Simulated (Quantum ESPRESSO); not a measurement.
# Kohn-Sham bands of Hf (P6/mmm, model phase)

```
CELL_PARAMETERS angstrom
      4.96233     0.00000     0.00000
     -2.48117     4.29750     0.00000
      0.00000     0.00000     3.08623
ATOMIC_POSITIONS crystal
  Hf 0.66667 0.33333 0.50000
  Hf 0.33333 0.66667 0.50000
  Hf 0.00000 0.00000 0.00000
```

Structure: Materials Project mp-1009460, symmetrised, not relaxed again. This isn't the element's usual structure (hcp); take it as a model of another phase. Computed values, not measurements, from PBEsol: Quantum ESPRESSO (norm-conserving PseudoDojo potentials, cutoff 47 Ry, spinors with spin-orbit coupling) on a Γ-centred 4×4×6 mesh, then Wannier90. Density: 12×12×14 mesh, cold smearing 0.01 Ry.

Q: List the Kohn-Sham levels between −8 and 3.0 eV relative to the Fermi level at the high-symmetry points, as a band run of pw.x on that density gives them (levels within 2 meV counted together).

A: 
| point | k (reciprocal lattice) | levels (eV) |
|---|---|---|
| Γ | 0.000 0.000 0.000 | -7.21 (×2), -2.49 (×2), -0.83 (×2), -0.83 (×2), -0.61 (×2), -0.43 (×2), -0.38 (×2), 1.10 (×2), 1.93 (×2), 2.39 (×2), 2.85 (×2), 2.86 (×2) |
| M | 0.500 0.000 0.000 | -4.59 (×2), -4.48 (×2), -3.53 (×2), -0.45 (×2), -0.40 (×2), -0.33 (×2), 0.19 (×2), 0.86 (×2), 1.06 (×2), 1.64 (×2) |
| K | 0.333 0.333 0.000 | -4.36 (×2), -4.09 (×2), -4.08 (×2), -0.31 (×2), -0.23 (×2), -0.12 (×2), 0.25 (×2), 0.44 (×2), 0.58 (×2), 2.41 (×2), 2.41 (×2), 2.44 (×2) |
| A | 0.000 0.000 0.500 | -3.24 (×2), -2.51 (×2), -2.50 (×2), -2.27 (×2), -1.85 (×2), -1.80 (×2), 1.20 (×2), 1.56 (×2), 1.98 (×2), 2.06 (×2) |
| L | 0.500 0.000 0.500 | -3.15 (×2), -2.93 (×2), -2.00 (×2), -1.38 (×2), -0.76 (×2), -0.69 (×2), 0.50 (×2), 0.59 (×2), 1.11 (×2), 1.71 (×2) |
| H | 0.333 0.333 0.500 | -3.38 (×2), -2.11 (×2), -1.93 (×2), -1.28 (×2), -1.12 (×2), -1.04 (×2), 0.62 (×2), 0.86 (×2), 1.08 (×2), 1.31 (×2), 2.95 (×2) |
